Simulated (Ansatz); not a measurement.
TePt:
```yaml
crystal:
  lattice:
    - [3.39200, 0.00000, 0.00000]
    - [0.00000, 3.39200, 0.00000]
    - [0.00000, 0.00000, 3.39200]
  atoms:
    - { symbol: Pt, position: [0.00000, 0.00000, 0.00000] }
    - { symbol: Te, position: [0.50000, 0.50000, 0.50000] }
```

Relaxed with PBEsol. Special points in fractions of this cell's reciprocal vectors: Γ (0.000, 0.000, 0.000); X (0.000, 0.500, 0.000); M (0.500, 0.500, 0.000); R (0.500, 0.500, 0.500).

### Question
List the band energies nearest the Fermi level at these points for PBEsol in the plane-wave PAW code Ansatz.

### Answer
In eV from the Fermi level; about four levels below and three above (degenerate sets whole), none deeper than 8.9 eV; points with the same levels are listed once.

```csv
k,below,above
Γ,-2.61 -2.61 -2.61 -1.38 -1.38 -1.38,0.69 7.00 7.00
X,-4.38 -4.38 -4.18 -2.55 -1.68,2.68 2.68 4.77
M,-3.33 -3.33 -1.95 -1.71 -0.39,0.93 8.06 8.06
R,-7.01 -7.01 -7.01 -1.66 -1.66,0.93 0.93 0.93
```

Space group Pm-3m (CsCl type). The start of the workflow was typed in or built on a structure type; neither database checked (COD, Materials Project) lists it. COD files the formula under space group No. 166, 194. Whether it is the stable phase at ambient conditions was not checked. The cell was relaxed with PBEsol under the symmetry of its start; whether a distortion lowers the energy is not shown. No spin polarisation was allowed. Spin–orbit coupling is left out wherever it is not named.

Potentials: the later of the program's two PAW sets.
